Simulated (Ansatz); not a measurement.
The relaxed structure here is a generated cell of VO2: the first start was made by a random draw of sites in a space group, and the end was not matched to a known phase here, so it may be hypothetical. Known forms of VO2 include space group No. 136.

One stationary structure of VO2. Space group Pn-3m (No. 224), AFLOW prototype A2B_cP6_224_b_a (C3, as in Cu2O). Method: PBE (plane waves to 420 eV, PAW, scalar-relativistic; Ansatz, a quantum-chemistry and plane-wave program).

```xyz
6
Lattice="4.1419 0.0000 0.0000 0.0000 4.1419 0.0000 0.0000 0.0000 4.1419" Properties=species:S:1:pos:R:3 pbc="T T T"
O      1.0355     3.1064     3.1064
O      1.0355     1.0355     1.0355
O      3.1064     1.0355     3.1064
O      3.1064     3.1064     1.0355
V      0.0000     0.0000     0.0000
V      2.0709     2.0709     2.0709
```

Q: Give the band gap at the level PBE.

A: No gap: a half-metal at this level (one spin channel is gapped at the Fermi level).

Q: Predict the magnetic moment from PBE.

A: Net 0.33 μB/atom, ferromagnetic.

Spin state reached: ferromagnetic (net 0.33 μB/atom), from parallel starting moments; other spin orders were not run from this start. No Hubbard U is applied.

The run could not lose the symmetry of its start, so the end can be a saddle point.
